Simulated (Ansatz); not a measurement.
## Sn (Fd-3m), comparing deformations

Level of theory: DFT PBEsol, scalar-relativistic, plane waves, PAW (Ansatz). The runs took a 420 eV cutoff, a Γ-centred 12×12×12 mesh and Gaussian smearing (0.15 eV). No spin polarisation. Energies are free energies at this smearing, counted from the undisturbed cell; pressure is positive in compression.

The starting cell (as given, not relaxed at this level; it stands at 1.0 GPa):

```
Sn
1.0
     0.00000    3.24560    3.24560
     3.24560    0.00000    3.24560
     3.24560    3.24560    0.00000
Sn
2
Direct
  0.50000 0.50000 0.50000
  0.75000 0.75000 0.75000
```

The cell is strained by ε times a Voigt pattern (xx, yy, zz, yz, xz, xy; engineering shear) with fractional coordinates fixed. τ = (1/V0) dE/dε comes from the stress tensor. Of each scan, only the three points used here are listed.

| pattern | ε | τ (GPa) |
| --- | --- | --- |
| (1, -1, 0, 0, 0, 0) | -0.0050 | -0.31 |
| (1, -1, 0, 0, 0, 0) | 0.0000 | 0.00 |
| (1, -1, 0, 0, 0, 0) | 0.0050 | 0.31 |
| (1, 1, 0, 0, 0, 0) | -0.0150 | -5.22 |
| (1, 1, 0, 0, 0, 0) | 0.0000 | -1.99 |
| (1, 1, 0, 0, 0, 0) | 0.0150 | 0.88 |
| (0, 0, 1, 0, 0, 0) | -0.0150 | -2.01 |
| (0, 0, 1, 0, 0, 0) | 0.0000 | -0.99 |
| (0, 0, 1, 0, 0, 0) | 0.0150 | -0.03 |
| (0, 1, 0, 0, 0, 0) | -0.0050 | -1.33 |
| (0, 1, 0, 0, 0, 0) | 0.0000 | -0.99 |
| (0, 1, 0, 0, 0, 0) | 0.0050 | -0.67 |

Problem. Which constants do the scans give, and which deformation costs least for the same size of strain tensor?

Solution. The slope dτ/dε at zero (parabola through three points) is pᵀCp: (1, -1, 0, 0, 0, 0) gives 2(C11 − C12) = 62 GPa; (1, 1, 0, 0, 0, 0) gives 2(C11 + C12) = 203 GPa; (0, 0, 1, 0, 0, 0) gives C11 = 66 GPa; (0, 1, 0, 0, 0, 0) gives C11 = 66 GPa. The size of the strain tensor, ε:ε, is ε² times 2.0, 2.0, 1.0, 1.0. Per unit of it the stiffnesses are 31, 102, 66, 66 GPa, so (1, -1, 0, 0, 0, 0) is the softest of these: at ε:ε = (1 %)² the quadratic term costs 0.33 meV/atom against 1.08 for the stiffest. The starting stress shifts them by about its own size.

Problem. What else follows for this cubic crystal?

Solution. From the unrounded slopes C11 = 66.2 and C12 = 35.5 GPa, so B = (C11 + 2 C12)/3 = 46 GPa and the Poisson ratio for a pull along a cube edge is C12/(C11 + C12) = 0.35. Symmetry also asks 2(C11 − C12) = 61 GPa, against 62 from its own scan.

In a metal these slopes depend on the k mesh and the smearing.